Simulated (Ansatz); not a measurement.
# How much do the gradients of Na2AlGeP3O12 depend on the method?

Cell: a computed structure from the Materials Project (it need not be an observed phase), taken as it stands.

```cif
data_Na2AlGeP3O12
_symmetry_space_group_name_H-M 'Cc'
_symmetry_Int_Tables_number 9
_cell_length_a 14.7263
_cell_length_b 8.4257
_cell_length_c 8.6981
_cell_angle_alpha 90.000
_cell_angle_beta 124.160
_cell_angle_gamma 90.000
loop_
_atom_site_label
_atom_site_type_symbol
_atom_site_symmetry_multiplicity
_atom_site_Wyckoff_symbol
_atom_site_fract_x
_atom_site_fract_y
_atom_site_fract_z
Na1 Na 4 a 0.5005 0.1134 0.7489
Na3 Na 4 a 0.7490 0.7497 0.4964
Al Al 4 a 0.6058 0.7474 0.0612
Ge Ge 4 a 0.3957 0.2534 0.9432
P9 P 4 a 0.6460 0.8921 0.7519
P10 P 4 a 0.5019 0.4641 0.7537
P11 P 4 a 0.3552 0.8899 0.7550
O15 O 4 a 0.6382 0.8692 0.9179
O16 O 4 a 0.0738 0.0658 0.9232
O17 O 4 a 0.4571 0.8206 0.9291
O21 O 4 a 0.3619 0.1227 0.0809
O22 O 4 a 0.9212 0.9393 0.0749
O23 O 4 a 0.5459 0.1839 0.0695
O27 O 4 a 0.2533 0.1829 0.2278
O28 O 4 a 0.5761 0.6460 0.2289
O29 O 4 a 0.6462 0.9268 0.2269
O33 O 4 a 0.7471 0.8147 0.7702
O34 O 4 a 0.4213 0.3534 0.7694
O35 O 4 a 0.3539 0.0765 0.7707
```

One atom of each set is listed; the run and its k-mesh use a cell of 38 atoms with edges of 8.48, 8.48, 8.70 Å.

First run. All values are calculated (Ansatz; DFT, PBE, plane waves and PAW, scalar-relativistic, 420 eV cutoff, Γ-centred 3×3×3 k-points, Fermi–Dirac smearing 0.02 eV), not measured.

```json
{"site": "Na1", "V_zz (10²¹ V/m²)": "-1.61", "η": "0.51"}
{"site": "Na3", "V_zz (10²¹ V/m²)": "-1.34", "η": "0.35"}
{"site": "Ge", "V_zz (10²¹ V/m²)": "-1.18", "η": "0.63"}
{"site": "P9", "V_zz (10²¹ V/m²)": "1.66", "η": "0.84"}
{"site": "P10", "V_zz (10²¹ V/m²)": "-2.36", "η": "0.32"}
{"site": "P11", "V_zz (10²¹ V/m²)": "-3.14", "η": "0.40"}
{"site": "O15", "V_zz (10²¹ V/m²)": "10.41", "η": "0.06"}
{"site": "O16", "V_zz (10²¹ V/m²)": "10.56", "η": "0.09"}
{"site": "O21", "V_zz (10²¹ V/m²)": "13.26", "η": "0.23"}
{"site": "O28", "V_zz (10²¹ V/m²)": "10.63", "η": "0.25"}
{"site": "O29", "V_zz (10²¹ V/m²)": "10.61", "η": "0.16"}
{"site": "O33", "V_zz (10²¹ V/m²)": "13.05", "η": "0.43"}
{"site": "O34", "V_zz (10²¹ V/m²)": "12.88", "η": "0.39"}
{"site": "O35", "V_zz (10²¹ V/m²)": "12.83", "η": "0.34"}
```

Second run. The same atoms and settings, except that the functional is r2SCAN and the cutoff is 500 eV.

**Question.** Given the first result, estimate the second.

**Answer.** 

| site | V_zz | η | change of V_zz |
| --- | --- | --- | --- |
| Na1 | -1.66 | 0.47 | -0.05 |
| Na3 | -1.38 | 0.34 | -0.04 |
| Ge | -1.22 | 0.58 | -0.04 |
| P9 | 1.76 | 0.77 | +0.10 |
| P10 | -2.45 | 0.39 | -0.09 |
| P11 | -3.27 | 0.46 | -0.13 |
| O15 | 10.46 | 0.07 | +0.05 |
| O16 | 10.58 | 0.10 | +0.02 |
| O21 | 13.32 | 0.23 | +0.06 |
| O28 | 10.76 | 0.26 | +0.13 |
| O29 | 10.77 | 0.17 | +0.16 |
| O33 | 13.16 | 0.43 | +0.11 |
| O34 | 13.01 | 0.39 | +0.13 |
| O35 | 12.99 | 0.34 | +0.16 |

The largest change of V_zz is on O35, from 12.83 to 12.99. In per cent, |V_zz| changes by +3 on Na, +4 on Ge, +4 to +6 on P, 0 to +2 on O (all sites that start above 0.5). The table leaves out 5 of the 19 sites, with |V_zz| up to 13.74; their tensors move by 0.15 at most along any direction. The statements above cover all sites.

For the first run: The largest force is 0.4 eV/Å, so the atoms aren't at the calculated equilibrium and relaxing them would move these values.
For the second run: At this cell the r2SCAN pressure is -5 GPa, so with r2SCAN the cell would shrink if it were relaxed. The entry's cell may itself be off. The largest force is 0.5 eV/Å, so the atoms aren't at the calculated equilibrium and relaxing them would move these values. With these PAW files V_zz is typically within 2 to 3 % of all-electron values, but misses above 10 % occur on Al.
